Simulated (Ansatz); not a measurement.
## Tm (dhcp)

The computed numbers are results of PBE, scalar-relativistic (collinear spin) in the plane-wave PAW code Ansatz at 420 eV, 14×14×4 k-mesh, Gaussian smearing of 0.05 eV; PAW files: Ansatz's generated set soft_2.

```yaml
crystal:
  lattice:
    - [3.67524, 0.00000, 0.00000]
    - [-1.83762, 3.18285, 0.00000]
    - [0.00000, 0.00000, 11.88644]
  atoms:
    - { symbol: Tm, position: [0.00000, 0.00000, 0.00000] }
    - { symbol: Tm, position: [0.00000, 0.00000, 0.50000] }
    - { symbol: Tm, position: [0.33333, 0.66667, 0.25000] }
    - { symbol: Tm, position: [0.66667, 0.33333, 0.75000] }
```

At room temperature and ambient pressure Tm is hcp.

Magnetic state: ferromagnetic, site spin moments Tm 1.12 μB.

The cell is relaxed to zero pressure at this level.

Path: Γ–M–K–Γ–A–L–H–A | L–M | H–K, with Γ = (0.000, 0.000, 0.000), M = (0.500, 0.000, 0.000), K = (0.333, 0.333, 0.000), A = (0.000, 0.000, 0.500), L = (0.500, 0.000, 0.500), H = (0.333, 0.333, 0.500) in reciprocal vectors of the calculation's cell.

Bands as a text map, energy in eV from the Fermi level (dashes), each leg drawn with the same width, + spin up, o spin down, # both:
```
  1.75 |   #++###o#+o#+#+  #  +#o     o #+++++o+    # ##  +###o####    ++++
  1.50 |######o### o#+o+#+#####        # ooooo###+ ++#    oooo##### ++#oooo
  1.25 |  #++    o#  o+o####   ##+             o####o #            ###+++++
  1.00 |   o#      #+##+###      o##++  #        oo  +  ++         ooo#####
  0.75 |++  o#++++++#oo#o#  +++####ooo#+ #           o+#oo  +++++++    oooo
  0.50 |oo#  ##oo##oo#   o #ooo        o#+###++++  +##o   ####ooooo        
  0.25 |   #oo#########o###              o##########o     #################
  0.00 |oooo###oooooo#o###oooooooooooooooooooooooo##ooooooooooooooo######oo
 -0.25 |oooo##oooooo###ooooooooooooooooooooooooo##oo#oooooooooooooooo######
 -0.50 |oooooo#ooo####o#oo#oooooooooooooooooooo##oooooooooooooooooooooooooo
 -0.75 |   +ooo######oooooo              +#oo###ooo#o+    oooooo###oooooooo
 -1.00 |+++#+++######++++++++++++++++++++##++##+#++++#+++++++++####++++++++
 -1.25 |+++++++####++++#+++#++++++++++++#++##++#+++#++++++#########++++++++
 -1.50 |++o   ######++++#   +++++++    +  +++##++++++ #   ++++#####++++++++
 -1.75 |+#++++#++#++++++++++#++++++++++#+++##+++++++++++++#####++++++++++++
 -2.00 |#++++#+##++++++++#+++####++++++++ o ++++++++o +#++  +++####++++++++
 -2.25 |++++++#+++      #++++++++##+++#+++++        +++++++++++++++        
 -2.50 |    o             +        #oo   +              oo                 
 -2.75 |   + +            o      ++o     o           #                     
 -3.00 |   o o           + +    +oo     +                                  
 -3.25 |  +              o o   +o       o                                  
 -3.50 |++o +               +++o                      +                    
 -3.75 |oo  o             + oo#        +              o                    
 -4.00 |   +              o   o++      o               +                   
 -4.25 |   o                   oo++   +                o                   
 -4.50 |  +                +     oo+++o                 ++                 
 -4.75 | +o                o+    ++#oo                  oo                 
 -5.00 |+o                  o++++ooo                                       
        Γ      M      K      Γ      A      L      H      AL       MH      K
```

Problem. By these bands, is it a metal or an insulator, and if it has a gap, where are the band edges on this path?

Solution. A metal: bands cross the Fermi level.

It took about 3 core-minutes on a shared host.

Without a U the open 4f shell is pinned at the Fermi level, an artefact: in the real crystal it splits into occupied and empty levels away from it, and its large orbital moment is missing here. For elements this heavy, spin–orbit coupling would shift levels and gaps; it isn't included here. The run wasn't fully tested for a lower electronic state. Site moments are of spin, integrated over atomic spheres. Only parallel moments were tried, so the real magnetic order may be another.

The open shells may stand above their lowest state, and forces and pressures are less sure for it.
